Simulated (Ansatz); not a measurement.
Input:

Starting cell, InSb (zinc blende):

```
CELL_PARAMETERS angstrom
      0.00000     6.63461     6.63461
      3.31730     0.00000     3.31730
      3.31730     3.31730     0.00000
ATOMIC_POSITIONS crystal
  Sb 0.37500 0.75000 0.75000
  Sb 0.87500 0.75000 0.75000
  In 0.00000 0.00000 0.00000
  In 0.50000 0.00000 0.00000
```

Scan: atom 3 (In, nearest neighbour Sb at 2.873 Å; its periodic images, 4.7 Å or more away, move with it) is displaced along Cartesian [110], direction (0.707, 0.707, 0.000) in Cartesian axes, by s. The other atoms stay.

Calculation: PBE (plane waves to 420 eV, PAW, scalar-relativistic; Ansatz, a program for electronic structure). k mesh 5×10×10 (Γ-centred), Fermi-Dirac smearing 0.05 eV. E stands for the smeared free energy. With partly filled bands, energies and forces of such displacements shift with the k mesh and the smearing. At this level the bands of InSb touch or barely overlap; measurements give the solid a gap. InSb was relaxed with its symmetry unable to fall. Spin-orbit coupling is left out, though Sb is heavy. ΔE is measured from the undisplaced structure.

The scan covers s from -0.860 to 0.860 Å in 11 points.

Is the energy the same for equal positive and negative displacements?

Even: the same for both signs. With its periodic images moving along, the atom's site symmetry in this cell is 3m.

What is the energy change at s = 0.860 Å?

2544 meV/cell.

What force acts on the atom along the line at s = -0.860 Å?

6.93 eV/Å.

What is the force constant k = d²E/ds² of this move at s = 0?

5.72 eV/Å².

(A displaced cell: forces are minus the slopes of the energy, force constants its curvatures, and phonons follow from these.)
